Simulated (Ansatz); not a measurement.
Au (bcc (W type), Im-3m) at seven volumes, LDA in the plane-wave PAW code Ansatz, scaled uniformly. One row is withheld.

```
V (Å³/atom)  P (GPa)
-----------  -------
15.108         23.86
15.606         14.30
16.104             ?
16.602          0.00
17.101         -5.28
17.599         -9.59
18.097        -13.07
```

Question: Fit the shown pressures and predict the withheld one.

Answer: P = (3/2)B₀(x^(7/2) − x^(5/2))[1 + (3/4)(B′ − 4)(x − 1)] with x = (V₀/V)^(2/3). Least squares on the six rows gives V₀ = 16.602 Å³/atom, B₀ = 194 GPa, B′ = 5.67. At V = 16.104, x = 1.0205 and P = 6.44 GPa. The run itself gave 6.45 GPa.

The first step of the workflow began from a Materials Project structure, measured or hypothetical; the Crystallography Open Database copy checked does not list it. It is not the phase usual at ambient conditions (space group No. 225). The cell was relaxed with LDA under the symmetry of its start. At this level the phase is mechanically unstable. Spin–orbit coupling is left out wherever it is not named.

Potentials: the later of the program's two PAW sets.
